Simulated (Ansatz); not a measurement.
Input and command of a plane-wave DFT calculation in Ansatz:

```yaml
crystal:
  lattice:
    - [-4.0037722974, 4.023389164, -0.0149902403]
    - [-4.0297818742, -0.0409998171, 4.0734568682]
    - [0.0637839492, 4.0721828729, 4.0962410003]
  atoms:
    - { symbol: Al, position: [-0.0102876217, -0.0047228877, -0.0190775844] }
    - { symbol: Al, position: [0.4841978171, 0.0148375104, 0.0004144351] }
    - { symbol: Al, position: [-0.0157459599, 0.5155301282, 0.0053824872] }
    - { symbol: Al, position: [0.0110160742, -0.0165101771, 0.5037279165] }
    - { symbol: Al, position: [0.5335291974, 0.5234263496, -0.0082568569] }
    - { symbol: Al, position: [0.4808485188, -0.0125753203, 0.4989251746] }
    - { symbol: Al, position: [-0.0175797888, 0.4723177782, 0.5581178862] }
    - { symbol: Al, position: [0.5340217628, 0.5076966187, 0.4607665416] }
basis:
  ecutwfc: 420
kpoints:
  mp_grid: { grid: [10, 10, 10] }
hamiltonian:
  xc: pbesol
scf:
  occupations: { method: gaussian, width: 0.15 }
output:
  forces: true
  stress: true
  eigenvalues: true
```

```bash
ansatz run input.yaml --threads 2 --pin off --max-ram 5120MiB --backend cpu --events-out ev --progress --plain --runs-dir out
```

Processor: Intel(R) Xeon(R) Platinum 8175M CPU @ 2.50GHz (Skylake/Cascade Lake), 2 threads, on a host shared with other jobs.

Estimate time, memory and problem size.

About 64 s on 2 threads of Intel(R) Xeon(R) Platinum 8175M CPU @ 2.50GHz (Skylake/Cascade Lake), on a shared host, peak memory 1.4 GiB. It solves 20 bands at 504 k points (the mesh reduced by symmetry) with about 2679 plane waves, in 6 SCF iterations.
